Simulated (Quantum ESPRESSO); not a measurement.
Kohn-Sham bands of HgS (wurtzite)

```
HgS
1.0
    4.19636     0.00000     0.00000
   -2.09818     3.63415     0.00000
    0.00000     0.00000     6.87025
Hg S
2 2
Direct
  0.66667   0.33333   0.50012
  0.33333   0.66667   0.00012
  0.66667   0.33333   0.87488
  0.33333   0.66667   0.37488
```

Materials Project entry mp-973676; symmetrised, unrelaxed at this level. Not found in the COD (Crystallography Open Database) copy used, which has the formula in other groups; not checked further. Method: PBEsol plane waves in Quantum ESPRESSO 7.5 (PseudoDojo norm-conserving files, 53 Ry, no spin polarisation, no spin-orbit coupling), Bloch states on a 12×12×4 mesh through Γ, Wannier90 4.0.1. Density: 12×12×6 mesh, Gaussian smearing 0.01 Ry. Spin-orbit coupling is left out although heavy elements are present.

### Question
List the Kohn-Sham levels between −8 and 3.0 eV relative to the Fermi level at the high-symmetry points, as a band run of pw.x on that density gives them (levels within 2 meV counted together).

### Answer
```
point  k (reciprocal lattice)                                                                                                                 levels (eV)
-----  ----------------------  --------------------------------------------------------------------------------------------------------------------------
Γ           0.000 0.000 0.000             -6.93, -6.91 (×2), -6.77 (×2), -6.17 (×2), -6.02 (×2), -5.73, -5.37, -0.99 (×2), -0.66, -0.19, -0.10 (×2), 1.23
M           0.500 0.000 0.000  -6.80, -6.73, -6.49, -6.47, -6.40, -6.29, -6.05, -5.96, -5.82, -5.77, -5.01, -4.40, -3.08, -2.27, -1.50, -1.00, 2.13, 2.72
K           0.333 0.333 0.000                        -6.82, -6.53 (×2), -6.36, -6.22 (×2), -6.14, -6.08, -5.77 (×2), -4.70 (×2), -3.46, -2.12 (×2), -1.86
A           0.000 0.000 0.500                                                       -6.85 (×4), -6.78 (×2), -6.09 (×4), -3.01 (×2), -0.56 (×4), 1.29 (×2)
L           0.500 0.000 0.500                   -6.80 (×2), -6.57 (×2), -6.33 (×2), -6.02 (×2), -5.73 (×2), -4.95 (×2), -1.71 (×2), -1.65 (×2), 2.20 (×2)
H           0.333 0.333 0.500                   -6.65 (×2), -6.60 (×2), -6.27 (×2), -6.15 (×2), -5.55 (×2), -4.99 (×2), -2.68 (×2), -1.49 (×2), 2.88 (×2)
```
